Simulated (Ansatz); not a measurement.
## Structures of GeBi2: which is lowest?

Plane-wave DFT in Ansatz with scalar-relativistic PAW potentials, cutoff 420 eV, Γ-centred meshes chosen by cell and gap, Gaussian smearing with energies taken to zero width. Every cell was relaxed (cell and atoms) in a run of its own, within the symmetry of its start. Functional: PBE.

Relaxed structures (starts from databases or built by putting these elements on another compound's sites):
A. I4/mmm, 3 atoms in the computed cell, a = 3.747 Å, c = 11.983 Å; sites (symmetry × multiplicity) Ge 4/mmm × 2, Bi 4mm × 4; start: built
B. P4_2/mnm, 6 atoms in the computed cell, a = 6.914 Å, c = 4.183 Å; sites (symmetry × multiplicity) Ge m.mm × 2, Bi m.2m × 4; start: built

Rank them by energy. Could pressure change the order?

| structure | group | E − E(lowest) (meV/atom) | V (Å³/atom) | gap on mesh (eV) |
| --- | --- | --- | --- | --- |
| A | I4/mmm | 0.0 | 28.04 | 0.00 |
| B | P4_2/mnm | 253 | 33.33 | 0.00 |

A is lowest, 253 meV/atom under B. The lowest is also the densest of these, so pressure wouldn't bring one of the others in at first order. Other structures may lie lower than all of these, and vibrations aren't counted.

Spin-orbit coupling is left out, which matters for the bands of heavy elements. For Tl, Pb and Bi spin-orbit coupling shifts energies too.